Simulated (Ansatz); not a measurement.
Relaxed-ion elastic tensor of Zr (hcp (Mg type), P6_3/mmc) in GPa (Voigt order), the program Ansatz at the LDA level (PAW); density 6.96 g/cm³, 21.77 Å³ per atom.

```tsv
	1	2	3	4	5	6
1	128	89.7	81.0	0.0	0.0	0.0
2	89.7	128	81.0	0.0	0.0	0.0
3	81.0	81.0	176	0.0	0.0	0.0
4	0.0	0.0	0.0	18.0	0.0	0.0
5	0.0	0.0	0.0	0.0	18.0	0.0
6	0.0	0.0	0.0	0.0	0.0	19.1
```

Problem. Is the crystal mechanically stable?

Solution. Yes: the smallest eigenvalue of C is 18.0 GPa.

Problem. Work out the Voigt, Reuss and Hill averages.

Solution. K_V = 104, K_R = 103, K_H = 103; G_V = 23.0, G_R = 20.8, G_H = 21.9 GPa.

Problem. Give Young's modulus, Poisson's ratio, Pugh's ratio and the universal anisotropy index.

Solution. E = 9KG/(3K + G) = 61.4 GPa; ν = 0.40; K/G = 4.71 (ductile by the Pugh limit of 1.75); A_U = 5G_V/G_R + K_V/K_R − 6 = 0.55.

Problem. Estimate the sound speeds and the Debye temperature.

Solution. v_l = √((K + 4G/3)/ρ) = 4360 m/s, v_t = √(G/ρ) = 1770 m/s, mean 2010 m/s; Θ = (h/k)(3n/4πV)^(1/3) v_m = 214 K.

Problem. Solve the Christoffel equation for the three sound speeds along x, y, z.

Solution. Eigenvalues of C_ijkl n_j n_l equal ρv². In km/s, slowest first: x 1.61, 1.66, 4.29; y 1.61, 1.66, 4.29; z 1.61, 1.61, 5.02.

Problem. How much does each axis shrink under pressure?

Solution. Linear compressibilities β_i = Σ_j S_ij (j = 1 to 3): x 3.8, y 3.8, z 2.2 per TPa.

The LDA relaxation kept the symmetry of its start. No spin polarisation was allowed. As this level gives no gap, shear constants depend on the k-mesh and smearing (Fermi–Dirac, 0.1 eV here).

Potentials: the later of the program's two PAW sets.
